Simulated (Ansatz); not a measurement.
CsCaF3:
```yaml
crystal:
  lattice:
    - [4.51725, 0.00000, 0.00000]
    - [0.00000, 4.51725, 0.00000]
    - [0.00000, 0.00000, 4.51725]
  atoms:
    - { symbol: Cs, position: [0.00000, 0.00000, 0.00000] }
    - { symbol: Ca, position: [0.50000, 0.50000, 0.50000] }
    - { symbol: F, position: [0.00000, 0.50000, 0.50000] }
    - { symbol: F, position: [0.50000, 0.00000, 0.50000] }
    - { symbol: F, position: [0.50000, 0.50000, 0.00000] }
```

Relaxed with r²SCAN. Special points in fractions of this cell's reciprocal vectors: Γ (0.000, 0.000, 0.000); X (0.000, 0.500, 0.000); M (0.500, 0.500, 0.000); R (0.500, 0.500, 0.500).

Question: List the band energies nearest the valence-band maximum at these points for DFT-r²SCAN with spin–orbit coupling in the program Ansatz with PAW potentials.

Answer: In eV from the valence-band maximum; about four levels below and three above (degenerate sets whole), none deeper than 8.9 eV; points with the same levels are listed once.

| k | below | above |
|---|---|---|
| Γ | 0.00 0.00 0.00 0.00 | 8.01 8.01 8.81 8.81 8.81 8.81 |
| X | -0.30 -0.30 -0.25 -0.25 | 9.54 9.54 9.76 9.76 |
| M | -0.17 -0.17 -0.05 -0.05 | 9.57 9.57 9.87 9.87 9.87 9.87 |
| R | -0.03 -0.03 -0.03 -0.03 | 9.70 9.70 9.70 9.70 |

Space group Pm-3m (cubic perovskite). The workflow started from a Materials Project entry (that database holds measured and hypothetical structures alike); the Crystallography Open Database copy checked does not list it. Whether it is the stable phase at ambient conditions was not checked. The cell was relaxed with r²SCAN under the symmetry of its start; whether a distortion lowers the energy is not shown.

Potentials: the later of the program's two PAW sets.
